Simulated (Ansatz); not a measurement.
Pb (fcc, Cu type)

```xyz
4
Lattice="4.9909 0.0000 0.0000 0.0000 4.9909 0.0000 0.0000 0.0000 4.9909" Properties=species:S:1:pos:R:3 pbc="T T T"
Pb     0.0000     0.0000     0.0000
Pb     2.4955     2.4955     0.0000
Pb     2.4955     0.0000     2.4955
Pb     0.0000     2.4955     2.4955
```

Two-dimensional scan of atom 2 (Pb, nearest neighbour Pb at 3.529 Å; its periodic images, 5.0 Å or more away, move with it): u runs along (1.000, 0.000, 0.000), v along (0.000, 0.000, 1.000) (Cartesian). Cell and other atoms are fixed.

All values below come from r2SCAN (plane waves to 500 eV, PAW, scalar-relativistic; Ansatz, a program for electronic structure). k mesh 8×8×8 (Γ-centred), Fermi-Dirac smearing 0.05 eV. The energy includes the smearing's −TS. Points where atoms come too close for the PAW data are left out (x in tables, blank in figures). With partly filled bands, energies and forces of such displacements shift with the k mesh and the smearing. On this mesh the relaxed cell isn't quite at rest: it carries a pressure of 0.2 GPa (compression positive) at the zero of the scan. Pb was relaxed with its symmetry unable to fall. Spin-orbit coupling is left out, though Pb is heavy. The last digit holds for this mesh only.

Changes of ΔE (meV/cell) from the point u = 0.000 Å, v = 0.000 Å when one coordinate moves alone (two changes are said to add if the coupling is within 5 % of the smaller one, nearly so within 20 %):

```tsv
point	change
u = 0.000 Å, v = -1.160 Å	1504.4
u = 0.000 Å, v = -0.580 Å	216.0
u = -1.160 Å, v = 0.000 Å	1504.4
u = -0.580 Å, v = 0.000 Å	216.0
u = 0.580 Å, v = 0.000 Å	216.0
u = 1.160 Å, v = 0.000 Å	1504.4
u = 0.000 Å, v = 0.580 Å	216.0
u = 0.000 Å, v = 1.160 Å	1504.4
```

Question: What is the change at u = -1.160 Å, v = -0.580 Å, where both move, and how far is it from the sum?

Answer: The sum of the single changes is 1504.4 + (216.0) = 1720.4; the calculation gives 3280.0, so the coupling contributes 1559.6 (over 20 % of the smaller single change, not additive).

Question: What is the change at u = -0.580 Å, v = 0.580 Å, where both move, and how far is it from the sum?

Answer: The sum of the single changes is 216.0 + (216.0) = 432.0; the calculation gives 717.0, so the coupling contributes 285.0 (over 20 % of the smaller single change, not additive).

(For displaced atoms, the force is minus the slope of the energy, and its curvature is a force constant, which sets phonon frequencies.)
